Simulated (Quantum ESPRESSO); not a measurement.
Kohn-Sham bands of GeO2 (rutile)

```yaml
crystal:
  lattice:
    - [4.41242, 0.00000, 0.00000]
    - [0.00000, 4.41242, 0.00000]
    - [0.00000, 0.00000, 2.87651]
  atoms:
    - { symbol: Ge, position: [0.50000, 0.50000, 0.50000] }
    - { symbol: Ge, position: [0.00000, 0.00000, 0.00000] }
    - { symbol: O, position: [0.69423, 0.69423, 0.00000] }
    - { symbol: O, position: [0.30577, 0.30577, 0.00000] }
    - { symbol: O, position: [0.80577, 0.19423, 0.50000] }
    - { symbol: O, position: [0.19423, 0.80577, 0.50000] }
```

Materials Project entry mp-470; symmetrised, unrelaxed at this level. COD (Crystallography Open Database) has the formula in 3 space groups, this one among them (matched by group alone). Level: PBEsol, no spin polarisation, no spin-orbit coupling; pw.x of Quantum ESPRESSO at 68 Ry with PseudoDojo potentials, 6×6×10 k-points, Wannier90. Density: 8×8×10 mesh, Gaussian smearing 0.01 Ry. Spin-orbit coupling, left out, would split the p-like bands by a few tenths of an eV.

Q: List the Kohn-Sham levels between −8 and 4.7 eV relative to the valence-band maximum at the high-symmetry points, as a band run of pw.x on that density gives them (levels within 2 meV counted together).

A: 
```tsv
point	k (reciprocal lattice)	levels (eV)
Γ	0.000 0.000 0.000	-5.54 (×2), -4.97, -4.63, -3.40, -2.47, -2.07 (×2), -0.83 (×2), 0.00, 1.68
X	0.000 0.500 0.000	-4.01 (×2), -3.93 (×2), -2.91 (×2), -1.87 (×2), -0.84 (×2)
M	0.500 0.500 0.000	-7.12 (×2), -5.15 (×2), -3.79 (×2), -2.44 (×2), -2.18 (×2), -1.51 (×2)
Z	0.000 0.000 0.500	-5.85 (×2), -5.18 (×2), -3.77 (×2), -2.33 (×2), -1.91 (×2)
R	0.000 0.500 0.500	-7.21 (×2), -5.68 (×2), -2.81 (×2), -1.42 (×2), -1.41 (×2)
A	0.500 0.500 0.500	-6.83 (×2), -3.66 (×2), -3.61 (×2), -1.36 (×2), -1.17 (×2), 4.48 (×2)
```
